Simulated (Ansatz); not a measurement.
## Ca3Ga3N5: Quadrupolar parameters

The cell is a Materials Project structure (computed, not necessarily an observed phase) whose atoms were relaxed with PBE, the cell held.

Space group P-1 (No. 2); a = 5.9105, b = 6.8834, c = 8.4757 Å, α = 107.48°, β = 105.46°, γ = 95.17°.

```csv
site,Wyckoff,site symmetry,x,y,z
Ca1,2i,1,0.8180,0.4117,0.6073
Ca3,2i,1,0.6593,0.8653,0.8785
Ca5,2i,1,0.6555,0.6374,0.1972
Ga7,2i,1,0.9060,0.3115,0.9689
Ga9,2i,1,0.7121,0.9440,0.5631
Ga11,2i,1,0.1351,0.8671,0.7158
N13,2i,1,0.9703,0.1052,0.7791
N15,2i,1,0.8497,0.6947,0.5092
N17,2i,1,0.7563,0.5296,0.8897
N19,2i,1,0.3960,0.9314,0.6176
N21,2i,1,0.2848,0.7715,0.9031
```

One atom of each set is listed.

Level of theory: DFT, r2SCAN, plane waves and PAW, scalar-relativistic, 500 eV cutoff, Γ-centred 5×5×4 k-points, Fermi–Dirac smearing 0.02 eV (Ansatz 0.2.0).

Conventions: |V_zz| ≥ |V_yy| ≥ |V_xx|, η = (V_xx − V_yy)/V_zz, C_Q = eQV_zz/h.

⁴³Ca: I = 7/2, Q = -40.80 mb; 71Ga: I = 3/2, Q = 107.0 mb; N-14: I = 1, Q = 20.44 mb. Quadrupole moments are those of Pyykkö's year-2017 table.

```
site  atoms                                                    first shell  V_xx, V_yy, V_zz (10²¹ V/m²)     η  C_Q (MHz)
 Ca1      2                         4 N at 2.35–2.51 Å; also 1 N at 2.98 Å            -2.05, -3.71, 5.76  0.29      -5.68
 Ca3      2                    4 N at 2.33–2.56 Å; also 2 N at 2.82–3.07 Å            -0.50, -2.89, 3.39  0.71      -3.35
 Ca5      2    6 N at 2.41–3.00 Å; also 2 Ca at 3.21–3.23 Å, 1 N at 3.27 Å            -0.29, -3.65, 3.95  0.85      -3.90
 Ga7      2                                             4 N at 1.92–2.04 Å             0.23, 4.79, -5.03  0.91      -13.0
 Ga9      2                                             4 N at 1.95–2.04 Å            -1.34, -5.25, 6.59  0.59       17.1
Ga11      2                                             4 N at 1.93–2.03 Å             1.75, 3.90, -5.65  0.38      -14.6
 N13      2                  3 Ga at 1.95–1.99 Å; also 4 Ca at 2.63–3.07 Å             1.02, 2.27, -3.29  0.38      -1.62
 N15      2                       2 Ga at 1.95–2.03 Å, 3 Ca at 2.35–2.50 Å             0.49, 3.01, -3.51  0.72      -1.73
 N17      2  2 Ga at 2.00–2.04 Å, 3 Ca at 2.41–2.45 Å; also 1 Ca at 2.73 Å             1.11, 1.81, -2.92  0.24      -1.44
 N19      2                  3 Ga at 1.96–2.04 Å; also 3 Ca at 2.51–3.00 Å             0.80, 2.77, -3.57  0.55      -1.77
 N21      2  2 Ga at 1.92–1.93 Å, 1 Ca at 2.33 Å; also 3 Ca at 2.56–3.27 Å            -0.75, -2.25, 3.01  0.50       1.49
```

At N13 and N19 V_zz stands upright on the plane through its three neighbours (within 11°) in each case.

The largest force is 0.3 eV/Å, so the atoms aren't at the calculated equilibrium and relaxing them would move these values.
